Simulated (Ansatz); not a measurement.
Given:

AlN:
```cif
data_AlN
_chemical_formula_sum 'Al1 N1'
_space_group_name_H-M_alt 'P 1'
_space_group_IT_number 1
_cell_length_a 3.07044
_cell_length_b 3.07044
_cell_length_c 3.07044
_cell_angle_alpha 60.000
_cell_angle_beta 60.000
_cell_angle_gamma 60.000
loop_
_space_group_symop_operation_xyz
  'x, y, z'
loop_
_atom_site_label
_atom_site_type_symbol
_atom_site_fract_x
_atom_site_fract_y
_atom_site_fract_z
_atom_site_occupancy
Al1 Al 0.00000 0.00000 0.00000 1
N1 N 0.25000 0.25000 0.25000 1
```

This is the LDA-relaxed structure.

Question: All from plane-wave PAW LDA (Ansatz code), unless another level is named. Estimate the zero-point energy.

Answer: 98.0 meV/atom.

Question: And the Hill bulk and shear moduli?

Answer: 210 and 124 GPa.

Space group F-43m (zinc blende). The LDA relaxation kept the symmetry of its start; phonons on a q-mesh show no instability.

Potentials: the later of the program's two PAW sets.
